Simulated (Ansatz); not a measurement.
Starting cell, BN (wurtzite):

```xyz
8
Lattice="5.1082 0.0000 0.0000 -1.2770 2.2119 0.0000 0.0000 0.0000 4.2239" Properties=species:S:1:pos:R:3 pbc="T T T"
B      1.2770     0.7373     4.2236
B      3.8311     0.7373     4.2236
B      0.0000     1.4746     2.1116
B      2.5541     1.4746     2.1116
N      1.2770     0.7373     2.6412
N      3.8311     0.7373     2.6412
N      0.0000     1.4746     0.5292
N      2.5541     1.4746     0.5292
```

The atoms are displaced by Q × the pattern below (from a DFPT mode at M = (0.5, 0.0, 0.0), largest move 1; Q in Å), at fixed cell. (q is in reciprocal vectors of the primitive cell; the cell shown is doubled to hold the pattern.)

```csv
atom,x,y,z
B1,-0.866,-0.500,-0.006
B2,0.866,0.500,0.006
B3,0.866,0.500,-0.006
B4,-0.866,-0.500,0.006
N5,0.305,0.176,-0.023
N6,-0.305,-0.176,0.023
N7,-0.305,-0.176,-0.023
N8,0.305,0.176,0.023
```

The numbers are results of PBE (plane waves to 420 eV, PAW, scalar-relativistic; Ansatz, a program for electronic structure), not measurements. k mesh 15×15×8 (Γ-centred), Fermi-Dirac smearing 0.05 eV. Energies are smeared free energies. BN was relaxed with its symmetry unable to fall. The PAW data are Ansatz's earlier set. ΔE is measured from the undisplaced structure.

```csv
Q (Å),ΔE (eV/cell),−dE/dQ from forces (eV/Å)
-0.180,3.622,42.153
-0.150,[?],34.154
-0.120,1.568,26.691
-0.090,[?],19.651
-0.060,[?],12.926
-0.030,[?],6.411
0.000,0.000,0.000
0.030,[?],-6.411
0.060,[?],-12.926
0.090,[?],-19.651
0.120,1.568,-26.691
0.150,[?],-34.154
0.180,3.622,-42.153
```

Problem. Fill in the missing entries.

Solution. 
- -0.150, ΔE (eV/cell): 2.479
- -0.090, ΔE (eV/cell): 0.874
- -0.060, ΔE (eV/cell): 0.386
- -0.030, ΔE (eV/cell): 0.096
- 0.030, ΔE (eV/cell): 0.096
- 0.060, ΔE (eV/cell): 0.386
- 0.090, ΔE (eV/cell): 0.874
- 0.150, ΔE (eV/cell): 2.479

(For displaced atoms, the force is minus the slope of the energy, and its curvature is a force constant, which sets phonon frequencies.)
